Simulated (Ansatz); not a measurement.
Trial structure of Sc2B3, not yet relaxed:

```xyz
5
Lattice="3.7090 0.0000 0.0000 -1.8545 3.2121 0.0000 0.0000 0.0000 4.6005" Properties=species:S:1:pos:R:3 pbc="T T T"
Sc    0.0000    0.0000    0.0000
Sc    0.0000    2.1414    2.3002
B     1.8545    1.0707    1.1146
B     1.8545    1.0707    3.4859
B     0.0000    0.0000    2.3002
```

Theory: DFT PBE, scalar-relativistic, plane waves, PAW (Ansatz 0.2.0). Cutoff 420 eV; k points 6×6×4 on the computed 5-atom cell (Γ-centred); Gaussian smearing, width 0.10 eV; no spin polarisation.

Energies over the elements count from the elements' standard structures at the same level, with no fitted energy shifts.

Question: Estimate its pressure, forces and energy as it stands.

Answer: The pressure is 16.1 GPa (the mean over three directions, positive in compression), the largest force is 1.29 eV/Å, and the energy is +0.33 eV/atom against the elements. The shortest distance is 2.14 Å.

Question: How much does it gain on relaxing, and where does it end?

Answer: Relaxing gains about 0.20 eV/atom (the start's value is from the coarse mesh, so the gain is rough) in 11 ionic steps and ends at +0.13 eV/atom on the finer mesh. The symmetry stays P-6m2 (No. 187). The volume per atom grows by 15.6 %, from 11.0 to 12.7 Å³. The shortest distance goes from 2.14 Å (Sc–B) to 1.69 Å (B–B). Conventional cell: a = 3.931 Å, c = 4.735 Å. Sc on its first site is surrounded by 8 B at 2.37–2.42 Å; around Sc on its second site lie 3 B at 2.27 Å and 6 B at 2.73 Å; around B on a site of symmetry 3m lie 1 B at 1.69 Å, 3 Sc at 2.42 Å, 3 B at 2.73 Å and 3 Sc at 2.73 Å; 1 more site not described.

The last run used a 12×12×8 mesh (in the run's order of axes) for its 5-atom cell and Gaussian smearing of 0.10 eV. The relaxation can't lower the symmetry of the start. Symmetry constrained the relaxation, so the result can be a saddle point.
